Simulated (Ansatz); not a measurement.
## CoAsS, first-principles data

CoAsS:
```
CoAsS
1.0
    5.56058     0.00000     0.00000
    0.00000     5.56058     0.00000
    0.00000     0.00000     5.56058
Co As S
4 4 4
Direct
  0.50665   0.49335   0.99335
  0.99335   0.50665   0.49335
  0.00665   0.00665   0.00665
  0.49335   0.99335   0.50665
  0.62026   0.87974   0.12026
  0.87974   0.12026   0.62026
  0.12026   0.62026   0.87974
  0.37974   0.37974   0.37974
  0.38246   0.11754   0.88246
  0.11754   0.88246   0.38246
  0.88246   0.38246   0.11754
  0.61754   0.61754   0.61754
```

Space group P2_13 (No. 198); conventional cell a = b = c = 5.5606 Å, α = β = γ = 90.00°.

Method: the program Ansatz at the r²SCAN level (PAW). The cell and atoms are relaxed at this level. Other levels are named where they apply.

**Cell and energy**

```yaml
volume_per_atom: 14.33 Å³
density: 6.41 g/cm³
```

**Electronic structure**

```yaml
band_gap: 1.13 eV (indirect)
valence_band_maximum: off the standard path, at k = (0.000, 0.354, 0.372) in fractions of the reciprocal vectors
conduction_band_minimum: on the Γ–X line, 23 % of the way from Γ (6 equivalent valleys)
smallest_direct_gap_on_the_standard_path: 1.41 eV
electron_effective_mass: 2.1, 2.8, 4.3 mₑ (principal values)
hole_effective_mass: 0.35, 0.46, 0.85 mₑ (principal values)
HSE06 gap on the r²SCAN cell: 1.76 eV
Gap with spin–orbit coupling: 1.10 eV
```

**Mechanics**

```yaml
Bulk modulus (Birch–Murnaghan fit): 142 GPa
Pressure derivative B′: 4.8
```

**Charges**

```yaml
bader_charges: Co +0.43, As +0.20, S -0.63 e
```

The first step of the workflow began from a Materials Project structure, measured or hypothetical; the Crystallography Open Database copy checked does not list it. COD files the formula under space group No. 4, 29. Its standing as an ambient phase is unchecked. Symmetry was held in the r²SCAN relaxation; whether a distortion lowers the energy is not shown. No spin polarisation was allowed. Spin–orbit coupling is left out wherever it is not named.

Potentials: the later of the program's two PAW sets.
